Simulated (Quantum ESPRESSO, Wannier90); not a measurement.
## Tight-binding from DFT: SiO2 (P3₂21)

Cell from Materials Project (mp-6930), symmetrised, no further relaxation. COD (Crystallography Open Database) has the formula in 34 space groups, this one among them (matched by group alone). Method: PBEsol plane waves in Quantum ESPRESSO 7.5 (PseudoDojo norm-conserving files, 68 Ry, no spin polarisation, no spin-orbit coupling), Bloch states on a 6×6×4 mesh through Γ, Wannier90 4.0.1. Density: 12×12×6 mesh, cold smearing 0.01 Ry.

```
begin unit_cell_cart
ang
    4.9165600610    0.0000000000    0.0000000000
   -2.4582800305    4.2578659120    0.0000000000
    0.0000000000    0.0000000000    5.4316300000
end unit_cell_cart
mp_grid = 6 6 4
```

### Question
Which shells of neighbouring k-points and which b-vectors and weights does Wannier90 pick for this cell and mesh?

### Answer
```
 *---------------------------------- K-MESH ----------------------------------*
 +----------------------------------------------------------------------------+
 |                    Distance to Nearest-Neighbour Shells                    |
 |                    ------------------------------------                    |
 |          Shell             Distance (Ang^-1)          Multiplicity         |
 |          -----             -----------------          ------------         |
 |             1                   0.245944                      6            |
 |             2                   0.289194                      2            |
 |             3                   0.379634                     12            |
 |             4                   0.425988                      6            |
 |             5                   0.491888                      6            |
 |             6                   0.514878                     12            |
 |             7                   0.570603                     12            |
 |             8                   0.578389                      2            |
       ... (lines left out)
 +----------------------------------------------------------------------------+
 | The b-vectors are chosen automatically                                     |
 | The following shells are used:                       1,  2                 |
 +----------------------------------------------------------------------------+
 |                        Shell   # Nearest-Neighbours                        |
 |                        -----   --------------------                        |
 |                          1               6                                 |
 |                          2               2                                 |
 +----------------------------------------------------------------------------+
 | Completeness relation is fully satisfied [Eq. (B1), PRB 56, 12847 (1997)]  |
 +----------------------------------------------------------------------------+
 |                  b_k Vectors (Ang^-1) and Weights (Ang^2)                  |
 |                  ----------------------------------------                  |
 |            No.         b_k(x)      b_k(y)      b_k(z)        w_b           |
 |            ---        --------------------------------     --------        |
 |             1         0.000000    0.245944    0.000000     5.510684        |
 |             2         0.212994    0.122972    0.000000     5.510684        |
 |             3         0.000000   -0.245944    0.000000     5.510684        |
 |             4         0.212994   -0.122972    0.000000     5.510684        |
 |             5        -0.212994   -0.122972    0.000000     5.510684        |
 |             6        -0.212994    0.122972    0.000000     5.510684        |
 |             7         0.000000    0.000000    0.289194     5.978478        |
 |             8         0.000000    0.000000   -0.289194     5.978478        |
```
